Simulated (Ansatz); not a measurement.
W:
```
CELL_PARAMETERS angstrom
      0.00000     2.00922     2.00922
      2.00922     0.00000     2.00922
      2.00922     2.00922     0.00000
ATOMIC_POSITIONS crystal
  W  0.00000 0.00000 0.00000
```

Relaxed with r²SCAN. Special points in fractions of this cell's reciprocal vectors: Γ (0.000, 0.000, 0.000); X (0.500, 0.000, 0.500); U (0.625, 0.250, 0.625); K (0.375, 0.375, 0.750); L (0.500, 0.500, 0.500); W (0.500, 0.250, 0.750).

List the band energies nearest the Fermi level at these points for r²SCAN (plane waves, PAW; program Ansatz).

In eV from the Fermi level; about four levels below and three above (degenerate sets whole), none deeper than 8.9 eV; … stands for higher levels left out; points with the same levels are listed once.

| k | below | above |
|---|---|---|
| Γ | -0.60 -0.60 -0.60 | … |
| X | -5.79 -4.84 | 3.12 5.40 … |
| U | -4.60 -3.53 -0.20 | 2.88 … |
| L | -5.94 -0.76 -0.76 | 0.52 … |
| W | -3.95 -2.20 -2.20 | 1.48 … |

Space group Fm-3m (fcc (Cu type)). A made-up cell: these elements were put on the sites of a structure type; the Crystallography Open Database files this formula in space group No. 225, but the cells were not matched. It is not the phase usual at ambient conditions (space group No. 229). The r²SCAN relaxation kept the symmetry of its start. At this level the phase is mechanically unstable. The run is not spin-polarised. Scalar-relativistic: spin–orbit coupling is off unless named, which matters more the heavier the elements.

Potentials: the later of the program's two PAW sets.
